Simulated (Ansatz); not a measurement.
Relaxation of a relaxed Ti cell squeezed uniformly to 88 % of its volume; 2 atoms in the cell, which starts as P6₃/mmc (No. 194), hP2; a = 2.8138 Å, b = 2.8138 Å, c = 4.4437 Å, α = 90.00°, β = 90.00°, γ = 120.00°. Computed with r2SCAN (plane waves to 500 eV, PAW, scalar-relativistic; Ansatz, a first-principles code). Γ-centred k-mesh 13×13×7 on the run's cell (coarser than for final values), Fermi–Dirac smearing 0.05 eV. This is the first round of the run. 

The optimiser's lines from the output (shortened; P is positive under compression):

```
relax step   1: F+E_penalty+E_count = -5008.53239629 eV  Δ(F+E_penalty+E_count) = +0.000e0 eV  max|allowed force component| = 2.961e-16 eV/Å  Δτ_max = 0.0000 Å  P = +18.654 GPa  Ω = 30.469 Å³  (6 SCF iters, dr2 threshold 1.00e-7 eV, accepted)
relax step   2: F+E_penalty+E_count = -5008.74830579 eV  Δ(F+E_penalty+E_count) = -2.159e-1 eV  max|allowed force component| = 2.498e-16 eV/Å  Δτ_max = 0.0000 Å  P = -1.207 GPa  Ω = 34.980 Å³  (7 SCF iters, dr2 threshold 2.00e-7 eV, accepted)
relax step   3: F+E_penalty+E_count = -5008.75001101 eV  Δ(F+E_penalty+E_count) = -1.705e-3 eV  max|allowed force component| = 4.626e-16 eV/Å  Δτ_max = 0.0000 Å  P = -0.168 GPa  Ω = 34.665 Å³  (5 SCF iters, dr2 threshold 2.00e-7 eV, accepted)
relax step   4: F+E_penalty+E_count = -5008.75010150 eV  Δ(F+E_penalty+E_count) = -9.049e-5 eV  max|allowed force component| = 2.961e-16 eV/Å  Δτ_max = 0.0000 Å  P = +0.020 GPa  Ω = 34.610 Å³  (4 SCF iters, dr2 threshold 1.61e-7 eV, accepted)
relax step   5: F+E_penalty+E_count = -5008.75010284 eV  Δ(F+E_penalty+E_count) = -1.340e-6 eV  max|allowed force component| = 5.736e-16 eV/Å  Δτ_max = 0.0000 Å  P = +0.002 GPa  Ω = 34.616 Å³  (4 SCF iters, dr2 threshold 1.22e-8 eV, accepted)
relax step   6: F+E_penalty+E_count = -5008.75309257 eV  Δ(F+E_penalty+E_count) = -2.990e-3 eV  max|allowed force component| = 4.441e-16 eV/Å  Δτ_max = 0.0000 Å  P = +0.049 GPa  Ω = 34.616 Å³  stress off target by 5.46e-2 GPa  SCF on the basis re-selected at this cell (its energy is not comparable with the rows above)  (7 SCF iters)
relax step   7: F+E_penalty+E_count = -5008.75308552 eV  Δ(F+E_penalty+E_count) = +7.052e-6 eV  max|allowed force component| = 3.423e-16 eV/Å  Δτ_max = 0.0000 Å  P = +0.000 GPa  Ω = 34.630 Å³  (3 SCF iters, dr2 threshold 7.46e-9 eV, accepted)
relax step   8: F+E_penalty+E_count = -5008.75309482 eV  Δ(F+E_penalty+E_count) = -9.299e-6 eV  max|allowed force component| = 2.961e-16 eV/Å  Δτ_max = 0.0000 Å  P = +0.001 GPa  Ω = 34.630 Å³  stress off target by 1.28e-3 GPa  SCF on the basis re-selected at this cell (its energy is not comparable with the rows above)  (4 SCF iters)
```

From the first to the last row the energy changes by -0.11 eV/atom and the volume by +13.7 %. The last row is marked as not comparable with the walk above it, whose basis was carried along; it does compare with step 1, since both stand on a basis selected at the nominal cutoff for their own cell.

Later rounds, restarted from the end of this one on a renewed k-mesh, logged 4 more steps and released under 0.01 eV/atom more. The final structure after all rounds: P6₃/mmc (No. 194), hP2, hcp (Mg type); a = b = 2.936 Å, c = 4.637 Å, α = β = 90.00°, γ = 120.00°. Between re-selections the logged energies stand on a plane-wave basis carried along with the cell. No spin polarisation in the result.

The run could not lose the symmetry of its start.

All atoms sit on sites fixed by symmetry, so only the cell could relax.
